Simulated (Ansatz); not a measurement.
Property card for ZrAl

ZrAl:
```yaml
crystal:
  lattice:
    - [1.64484, -5.38495, 0.00000]
    - [1.64484, 5.38495, 0.00000]
    - [0.00000, 0.00000, 4.23354]
  atoms:
    - { symbol: Zr, position: [0.16027, 0.83973, 0.75000] }
    - { symbol: Zr, position: [0.83973, 0.16027, 0.25000] }
    - { symbol: Al, position: [0.42883, 0.57117, 0.75000] }
    - { symbol: Al, position: [0.57117, 0.42883, 0.25000] }
```

Space group Cmcm (No. 63); conventional cell a = 3.2897 Å, b = 10.7699 Å, c = 4.2335 Å, α = β = γ = 90.00°.

Method: the program Ansatz at the LDA level (PAW). Geometry: relaxed at this level of theory. Other levels are named where they apply.

**Cell and energy**

* **Volume per atom**: 18.75 Å³
* **Density**: 5.23 g/cm³
* **Formation energy from the elements (no fitted shifts)**: -0.46 eV/atom

**Electronic structure**

- Electronic character = metallic (no gap)
- Density of states at the Fermi level = 0.64 states/eV per atom (mean over ±0.08 eV)

**Mechanics**

- Bulk modulus (Birch–Murnaghan fit): 118 GPa
- Pressure derivative B′: 3.6

**Phonons**

Highest zone-centre frequency: 394 cm⁻¹
Zone-centre stability: no imaginary mode at Γ

The first step of the workflow began from a Materials Project structure, measured or hypothetical; the Crystallography Open Database copy checked does not list it. Whether it is the stable phase at ambient conditions was not checked. The LDA relaxation kept the symmetry of its start. No spin polarisation was allowed. As this level gives no gap, phonon frequencies hold no LO–TO term and depend on the k-mesh and smearing (Fermi–Dirac, 0.1 eV here). Axis ratios of metals converge slowly with the k-mesh, so a and c are less sure than the volume. The references are the lowest solids computed at this level, not always the standard phases. Scalar-relativistic: spin–orbit coupling is off unless named, which matters more the heavier the elements.

Potentials: the later of the program's two PAW sets.
